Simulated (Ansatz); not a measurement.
A distorted cell of ZnS (wurtzite):

```yaml
crystal:
  lattice:
    - [3.84511, 0.00000, 0.00000]
    - [-1.92255, 3.32996, 0.00000]
    - [0.00000, 0.00000, 6.30566]
  atoms:
    - { symbol: Zn, position: [0.71660, 0.33333, 0.99985] }
    - { symbol: Zn, position: [0.33333, 0.66667, 0.49985] }
    - { symbol: S, position: [0.66667, 0.33333, 0.62535] }
    - { symbol: S, position: [0.33333, 0.66667, 0.12535] }
```

Method: PBE (plane waves to 420 eV, PAW, scalar-relativistic; Ansatz, a quantum-chemistry and plane-wave program). k mesh 8×8×4 (Γ-centred), Fermi-Dirac smearing 0.05 eV. The energy includes the smearing's −TS. Compression counts positive. ZnS was relaxed with its symmetry unable to fall.

Predict the force on every atom, in eV/Å.


```json
[
 {"atom": "Zn1", "Fx": "-1.079", "Fy": "-0.317", "Fz": "-0.236"},
 {"atom": "Zn2", "Fx": "-0.035", "Fy": "0.003", "Fz": "-0.004"},
 {"atom": "S3", "Fx": "0.064", "Fy": "-0.010", "Fz": "0.038"},
 {"atom": "S4", "Fx": "1.050", "Fy": "0.324", "Fz": "0.202"}
]
```

Give the stress tensor in GPa and the pressure.


```
   1.23     1.66     1.27
   1.66     0.45     0.50
   1.27     0.50     0.14
```
The pressure, a third of the trace, is 0.61 GPa.

In it atom 1 sits (0.192, 0.000, 0.000) Å away from its relaxed site. What is its energy relative to the relaxed cell?

100.4 meV/cell.

(A displaced cell: forces are minus the slopes of the energy, force constants its curvatures, and phonons follow from these.)
